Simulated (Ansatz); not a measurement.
## Computed properties of LaN

LaN:
```xyz
8
Lattice="10.6063 0.0000 0.0000 0.0000 3.7554 0.0000 0.0000 0.0000 3.7539" Properties=species:S:1:pos:R:3 pbc="T T T"
La     1.3210     0.9389     0.9711
La     3.9821     2.8166     2.8480
La     9.2853     2.8166     2.7828
La     6.6242     0.9389     0.9058
N      9.3014     0.9389     1.0129
N      6.6081     2.8166     2.8898
N      1.3049     2.8166     2.7410
N      3.9983     0.9389     0.8641
```

Space group Pnma (No. 62); conventional cell a = 10.606 Å, b = 3.755 Å, c = 3.754 Å, α = 90.00°, β = 90.00°, γ = 90.00°.

Method: plane-wave PAW r²SCAN (Ansatz code). Structure relaxed to zero pressure with the same functional. Other levels are named where they apply.

Cell and energy:

```json
{
  "volume_per_atom": "18.69 Å³",
  "density": "6.79 g/cm³",
  "Formation energy from the elements (no fitted shifts)": "-1.51 eV/atom"
}
```

Electronic structure:

```json
{
  "band_gap": "0.28 eV (smallest direct gap 0.30 eV)",
  "valence_band_maximum": "at Γ",
  "conduction_band_minimum": "at T (k = 0.000, 0.500, 0.500 in fractions of the reciprocal vectors)",
  "hole_effective_mass": "0.29, 1.9, 1.9 mₑ (principal values)",
  "Hole effective mass with spin–orbit coupling": "0.33, 1.1, 1.2 mₑ (principal values)",
  "HSE06 gap on the r²SCAN cell": "0.84 eV",
  "Gap with spin–orbit coupling": "0.21 eV"
}
```

Mechanics:

```json
{
  "Bulk modulus (Birch–Murnaghan fit)": "115 GPa",
  "Pressure derivative B′": "5.7"
}
```

Charges:

```json
{
 "bader_charges": "La +1.81, N -1.81 e"
}
```

The start of the workflow was typed in or built on a structure type; neither database checked (COD, Materials Project) lists it. COD files the formula under space group No. 225. Its standing as an ambient phase is unchecked. Symmetry was held in the r²SCAN relaxation; whether a distortion lowers the energy is not shown. The references are the lowest solids computed at this level, not always the standard phases (solids in place of the gases). Spin–orbit coupling is left out wherever it is not named.

Potentials: the earlier of the program's two PAW sets.
